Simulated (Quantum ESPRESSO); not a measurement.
**Kohn-Sham bands of GeSe (rock salt)**

```yaml
crystal:
  lattice:
    - [0.00000, 2.80845, 2.80845]
    - [2.80845, 0.00000, 2.80845]
    - [2.80845, 2.80845, 0.00000]
  atoms:
    - { symbol: Ge, position: [0.00000, 0.00000, 0.00000] }
    - { symbol: Se, position: [0.50000, 0.50000, 0.50000] }
```

Cell from Materials Project (mp-10759), symmetrised, no further relaxation. Not found in the COD (Crystallography Open Database) copy used, which has the formula in other groups; not checked further. Method: PBEsol plane waves in Quantum ESPRESSO 7.5 (PseudoDojo norm-conserving files, 69 Ry, no spin polarisation, no spin-orbit coupling), Bloch states on a 10×10×10 mesh through Γ, Wannier90 4.0.1. Density: 10×10×10 mesh, cold smearing 0.01 Ry. Spin-orbit coupling, left out, would split the p-like bands by a few tenths of an eV. The gap is small at this level and was sampled on the meshes and a path alone.

List the Kohn-Sham levels between −8 and 3.1 eV relative to the valence-band maximum at the high-symmetry points, as a band run of pw.x on that density gives them (levels within 2 meV counted together).


```json
[
 {"point": "Γ", "k (reciprocal lattice)": "0.000 0.000 0.000", "levels (eV)": "-5.46, -2.27 (×3)"},
 {"point": "X", "k (reciprocal lattice)": "0.500 0.000 0.500", "levels (eV)": "-7.30, -6.39, -4.14 (×2), 2.75"},
 {"point": "U", "k (reciprocal lattice)": "0.625 0.250 0.625", "levels (eV)": "-5.91, -3.60, -3.03"},
 {"point": "K", "k (reciprocal lattice)": "0.375 0.375 0.750", "levels (eV)": "-5.91, -3.60, -3.03"},
 {"point": "L", "k (reciprocal lattice)": "0.500 0.500 0.500", "levels (eV)": "-2.03 (×2), 0.00, 0.20, 0.65 (×2)"},
 {"point": "W", "k (reciprocal lattice)": "0.500 0.250 0.750", "levels (eV)": "-5.49 (×2), -0.89, 1.14"}
]
```
